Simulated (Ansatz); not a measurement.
The relaxed structure here is a generated cell of Ta2N: the first start was made by placing the elements on the sites of a structure type, and the end was not matched to a known phase here, so it may be hypothetical.

Relaxation of a generated trial cell of Ta2N in the Co2Si structure type; 12 atoms in the cell, which starts as Pnma (No. 62), oP12; a = 5.427 Å, b = 4.125 Å, c = 7.845 Å, α = β = γ = 90.00°. All values below come from r2SCAN (plane waves to 500 eV, PAW, scalar-relativistic; Ansatz, a first-principles code). Γ-centred k-mesh 5×7×4 on the run's cell, Fermi–Dirac smearing 0.05 eV. This is the first round of the run. 

The optimiser's lines from the output (shortened; P is positive under compression):

```
relax step   1: F+E_penalty+E_count = -81085.69473117 eV  Δ(F+E_penalty+E_count) = +0.000e0 eV  max|allowed force component| = 9.199e-1 eV/Å  Δτ_max = 0.0000 Å  P = -17.045 GPa  Ω = 175.593 Å³  (8 SCF iters, dr2 threshold 1.00e-7 eV, accepted)
relax step   2: F+E_penalty+E_count = -81087.47842854 eV  Δ(F+E_penalty+E_count) = -1.784e0 eV  max|allowed force component| = 1.236e0 eV/Å  Δτ_max = 0.0736 Å  P = +3.002 GPa  Ω = 157.584 Å³  (8 SCF iters, dr2 threshold 1.20e-6 eV, accepted)
relax step   3: F+E_penalty+E_count = -81088.62180913 eV  Δ(F+E_penalty+E_count) = -1.143e0 eV  max|allowed force component| = 7.303e-1 eV/Å  Δτ_max = 0.1463 Å  P = +9.528 GPa  Ω = 154.441 Å³  (8 SCF iters, dr2 threshold 1.20e-6 eV, accepted)
relax step   4: F+E_penalty+E_count = -81090.12348562 eV  Δ(F+E_penalty+E_count) = -1.502e0 eV  max|allowed force component| = 6.605e-1 eV/Å  Δτ_max = 0.0826 Å  P = +6.293 GPa  Ω = 157.715 Å³  (8 SCF iters, dr2 threshold 1.20e-6 eV, accepted)
relax step   5: F+E_penalty+E_count = -81091.63255730 eV  Δ(F+E_penalty+E_count) = -1.509e0 eV  max|allowed force component| = 1.007e0 eV/Å  Δτ_max = 0.0728 Å  P = +5.448 GPa  Ω = 159.210 Å³  (8 SCF iters, dr2 threshold 1.20e-6 eV, accepted)
relax step   6: F+E_penalty+E_count = -81093.33696763 eV  Δ(F+E_penalty+E_count) = -1.704e0 eV  max|allowed force component| = 8.648e-1 eV/Å  Δτ_max = 0.0848 Å  P = -0.313 GPa  Ω = 161.910 Å³  (8 SCF iters, dr2 threshold 1.20e-6 eV, accepted)
relax step   7: F+E_penalty+E_count = -81095.54004273 eV  Δ(F+E_penalty+E_count) = -2.203e0 eV  max|allowed force component| = 1.164e0 eV/Å  Δτ_max = 0.1119 Å  P = -1.951 GPa  Ω = 161.509 Å³  (8 SCF iters, dr2 threshold 1.20e-6 eV, accepted)
relax step   8: F+E_penalty+E_count = -81098.16441209 eV  Δ(F+E_penalty+E_count) = -2.624e0 eV  max|allowed force component| = 8.188e-1 eV/Å  Δτ_max = 0.1424 Å  P = -1.201 GPa  Ω = 158.142 Å³  (8 SCF iters, dr2 threshold 1.20e-6 eV, accepted)
relax step   9: F+E_penalty+E_count = -81099.60547676 eV  Δ(F+E_penalty+E_count) = -1.441e0 eV  max|allowed force component| = 6.318e-1 eV/Å  Δτ_max = 0.1205 Å  P = +5.804 GPa  Ω = 153.358 Å³  (7 SCF iters, dr2 threshold 1.20e-6 eV, accepted)
relax step  10: F+E_penalty+E_count = -81099.91183129 eV  Δ(F+E_penalty+E_count) = -3.064e-1 eV  max|allowed force component| = 7.091e-1 eV/Å  Δτ_max = 0.1098 Å  P = -3.624 GPa  Ω = 158.381 Å³  (7 SCF iters, dr2 threshold 1.20e-6 eV, accepted)
relax step  11: F+E_penalty+E_count = -81099.49485840 eV  Δ(F+E_penalty+E_count) = +4.170e-1 eV  max|allowed force component| = 1.492e0 eV/Å  Δτ_max = 0.1007 Å  P = -1.569 GPa  Ω = 158.064 Å³  (8 SCF iters, dr2 threshold 1.20e-6 eV, rejected (line search))
relax step  12: F+E_penalty+E_count = -81100.01271688 eV  Δ(F+E_penalty+E_count) = -1.009e-1 eV  max|allowed force component| = 8.179e-2 eV/Å  Δτ_max = 0.0385 Å  P = +0.486 GPa  Ω = 156.009 Å³  (11 SCF iters, accepted)
relax step  13: F+E_penalty+E_count = -81100.01382336 eV  Δ(F+E_penalty+E_count) = -1.106e-3 eV  max|allowed force component| = 1.199e-1 eV/Å  Δτ_max = 0.0156 Å  P = -0.228 GPa  Ω = 156.262 Å³  (6 SCF iters, dr2 threshold 1.20e-6 eV, accepted)
relax step  14: F+E_penalty+E_count = -81100.01844856 eV  Δ(F+E_penalty+E_count) = -4.625e-3 eV  max|allowed force component| = 1.102e-2 eV/Å  Δτ_max = 0.0092 Å  P = -0.014 GPa  Ω = 156.230 Å³  (6 SCF iters, dr2 threshold 8.99e-7 eV, accepted)
relax step  15: F+E_penalty+E_count = -81100.01851361 eV  Δ(F+E_penalty+E_count) = -6.505e-5 eV  max|allowed force component| = 1.453e-3 eV/Å  Δτ_max = 0.0008 Å  P = +0.005 GPa  Ω = 156.212 Å³  (5 SCF iters, dr2 threshold 3.52e-8 eV, accepted)
relax step  16: F+E_penalty+E_count = -81100.12865874 eV  Δ(F+E_penalty+E_count) = -1.101e-1 eV  max|allowed force component| = 3.644e-3 eV/Å  Δτ_max = 0.0000 Å  P = +0.693 GPa  Ω = 156.212 Å³  stress off target by 1.86e0 GPa  SCF on the basis re-selected at this cell (its energy is not comparable with the rows above)  (8 SCF iters)
relax step  17: F+E_penalty+E_count = -81100.13446248 eV  Δ(F+E_penalty+E_count) = -5.804e-3 eV  max|allowed force component| = 9.409e-3 eV/Å  Δτ_max = 0.0058 Å  P = +0.061 GPa  Ω = 156.581 Å³  (6 SCF iters, dr2 threshold 1.20e-6 eV, accepted)
relax step  18: F+E_penalty+E_count = -81100.13450762 eV  Δ(F+E_penalty+E_count) = -4.514e-5 eV  max|allowed force component| = 2.240e-3 eV/Å  Δτ_max = 0.0020 Å  P = -0.015 GPa  Ω = 156.623 Å³  (6 SCF iters, dr2 threshold 3.41e-8 eV, accepted)
relax step  19: F+E_penalty+E_count = -81100.13451335 eV  Δ(F+E_penalty+E_count) = -5.729e-6 eV  max|allowed force component| = 7.298e-4 eV/Å  Δτ_max = 0.0002 Å  P = -0.000 GPa  Ω = 156.614 Å³  (5 SCF iters, dr2 threshold 1.33e-9 eV, accepted)
relax step  20: F+E_penalty+E_count = -81100.13471279 eV  Δ(F+E_penalty+E_count) = -1.994e-4 eV  max|allowed force component| = 7.418e-4 eV/Å  Δτ_max = 0.0000 Å  P = +0.000 GPa  Ω = 156.614 Å³  stress off target by 3.03e-3 GPa  SCF on the basis re-selected at this cell (its energy is not comparable with the rows above)  (5 SCF iters)
```

From the first to the last row the energy changes by -1.20 eV/atom and the volume by -10.8 %. The last row is marked as not comparable with the walk above it, whose basis was carried along; it does compare with step 1, since both stand on a basis selected at the nominal cutoff for their own cell.

Energy and pressure jump between steps 15 and 16 at one geometry, where the plane-wave basis was selected anew. While the cell walks, the set of plane waves is carried along, so its effective cutoff drifts with the strain; re-selecting it at 500 eV moved the energy by -0.009 eV/atom and the pressure by 0.7 GPa. Only step 1 and rows on a re-selected basis compare with each other.

Step 11 was rejected by the optimiser.

Later rounds, restarted from the end of this one on a renewed k-mesh, logged 14 more steps and released under 0.01 eV/atom more. The final structure after all rounds: Pnma (No. 62), oP12; a = 7.1164 Å, b = 2.8034 Å, c = 7.8439 Å, α = β = γ = 90.00°. Between re-selections the logged energies stand on a plane-wave basis carried along with the cell. No spin polarisation in the result.

The run could not lose the symmetry of its start, so the end can be a saddle point.
